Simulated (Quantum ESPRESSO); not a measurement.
**Computed NMR tensors in BaO**

```yaml
crystal:
  lattice:
    - [0.00000, 2.76150, 2.76150]
    - [2.76150, 0.00000, 2.76150]
    - [2.76150, 2.76150, 0.00000]
  atoms:
    - { symbol: Ba, position: [0.00000, 0.00000, 0.00000] }
    - { symbol: O, position: [0.50000, 0.50000, 0.50000] }
```
The cell was made here from an entry of the Crystallography Open Database (unchecked): atoms relaxed with PBE in the measured cell (PBE without dispersion, pw.x of a modified build of Quantum ESPRESSO, symmetry kept).  Stability against distortions was not tested.

Computed: shieldings by PBE GIPAW on JTH datasets (Quantum ESPRESSO), 22.5 Ha, k-mesh 6×6×6 shifted, f-sum rule met within 0.007 %.

| site | site symmetry | σ_iso (ppm) |
|---|---|---|
| Ba (atom 1) | m-3m | 4388 |
| O (atom 2) | m-3m | -467 |

These are absolute shieldings with no macroscopic susceptibility term; δ = σ_ref − σ needs a reference computed alike. In our sweeps, cutoffs and meshes of this size left a few ppm, and up to some 20 ppm on atoms from Zn on. Spin–orbit coupling is left out; its weight grows with the heaviest atom, Ba here.
